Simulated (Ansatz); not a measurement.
CuI:
```yaml
crystal:
  lattice:
    - [0.00000, 2.93058, 2.93058]
    - [2.93058, 0.00000, 2.93058]
    - [2.93058, 2.93058, 0.00000]
  atoms:
    - { symbol: Cu, position: [0.75000, 0.75000, 0.75000] }
    - { symbol: I, position: [0.00000, 0.00000, 0.00000] }
```

Tensor components refer to the Cartesian frame of this cell.

### Question
Give the proper piezoelectric stress tensor with relaxed ions from LDA (plane waves, PAW; program Ansatz).

### Answer
In C/m², rows x, y, z, Voigt columns; mesh uncertainty up to 0.00.
```
0.00  0.00  0.00  0.07  0.00  0.00
0.00  0.00  0.00  0.00  0.07  0.00
0.00  0.00  0.00  0.00  0.00  0.07
```

The elastic tensor of the same run (GPa):

```
71.1  49.5  49.5   0.0   0.0   0.0
49.5  71.1  49.5   0.0   0.0   0.0
49.5  49.5  71.1   0.0   0.0   0.0
 0.0   0.0   0.0  26.9   0.0   0.0
 0.0   0.0   0.0   0.0  26.9   0.0
 0.0   0.0   0.0   0.0   0.0  26.9
```

### Question
Convert to strain constants d = e·S.

### Answer
In pC/N:
```
0.0  0.0  0.0  2.5  0.0  0.0
0.0  0.0  0.0  0.0  2.5  0.0
0.0  0.0  0.0  0.0  0.0  2.5
```

Space group F-43m (zinc blende). The LDA relaxation kept the symmetry of its start; phonons on a q-mesh show no instability. The run is not spin-polarised. Spin–orbit coupling is left out wherever it is not named.

Potentials: the earlier of the program's two PAW sets.
